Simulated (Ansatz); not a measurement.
**Notes on a calculation: OsTe (zincblende structure)**

Computed with Ansatz (plane waves, PAW, 500 eV cutoff): r²SCAN, scalar-relativistic, collinear spin, Γ-centred 10×10×10 mesh, 0.05 eV Gaussian smearing; PAW files: Ansatz's generated set soft_2.

This is a trial structure made by placing the elements on a prototype's sites, so it needn't be the stable form.

Starting cell:

```yaml
crystal:
  lattice:
    - [0.00000, 3.03917, 3.03917]
    - [3.03917, 0.00000, 3.03917]
    - [3.03917, 3.03917, 0.00000]
  atoms:
    - { symbol: Os, position: [0.00000, 0.00000, 0.00000] }
    - { symbol: Te, position: [0.25000, 0.25000, 0.25000] }
```

Starting moments (μB, in the order of the atoms): 1.0, 0.0.

The first steps of the search for zero pressure:

```
run        level  k-mesh        kind  V (Å³/atom)  P (GPa)  gap on the mesh (eV)  largest moment (μB)
  1  PBE, 420 eV   6×6×6  fixed cell        28.07     -7.9                 metal                 0.14
  2  PBE, 420 eV   6×6×6  fixed cell        26.60     -3.3                 metal                 0.12
```

(1) At which volume does r²SCAN reach zero pressure?

Answer:

(1) 25.15 Å³/atom, about 10.4 % under the start.

The steps that followed:

```
run        level    k-mesh        kind  V (Å³/atom)  P (GPa)  E − E(final) (meV/atom)  gap on the mesh (eV)  largest moment (μB)
  3  PBE, 420 eV     6×6×6  fixed cell        25.76      0.1                        –                 metal                 0.11
  4       r²SCAN  10×10×10  fixed cell        25.76     -2.8                      5.5                 metal                 0.00
  5       r²SCAN  10×10×10  fixed cell        25.27     -0.6                      0.2                 metal                 0.00
  6       r²SCAN  10×10×10  fixed cell        25.15      0.0                      0.0                 metal                 0.00
```

The cell is relaxed to zero pressure at this level.

The final structure (symmetry read at 0.01 Å). Symmetry: F-43m, No. 216, cubic system. Conventional cell: a = 5.860 Å, b = 5.860 Å, c = 5.860 Å, α = 90.00°, β = 90.00°, γ = 90.00°. Os (site symmetry -43m) has 4 Te at 2.54 Å as nearest neighbours. Te (site symmetry -43m) is surrounded by 4 Os at 2.54 Å. (Shells end 15 % past the nearest neighbour.)

| atom | site | symmetry | x | y | z |
| --- | --- | --- | --- | --- | --- |
| Os | 4a | -43m | 0.0000 | 0.0000 | 0.0000 |
| Te | 4d | -43m | 0.2500 | 0.2500 | 0.7500 |

None of 4 magnetic starts ended more than 0.5 meV/atom under the solution without spin polarisation. At the final geometry the gap, band path included, is zero (metallic) and no site carries a moment. The equation of state gives B0 = 127 GPa and B0′ = 4.9. Against the elements' standard states, run alike and uncorrected, the formation energy is 0.82 eV/atom, so this structure is unstable against them at this level. The runs in the table took roughly 11 core-minutes.

For elements this heavy, spin–orbit coupling would shift levels and gaps; it isn't included here.
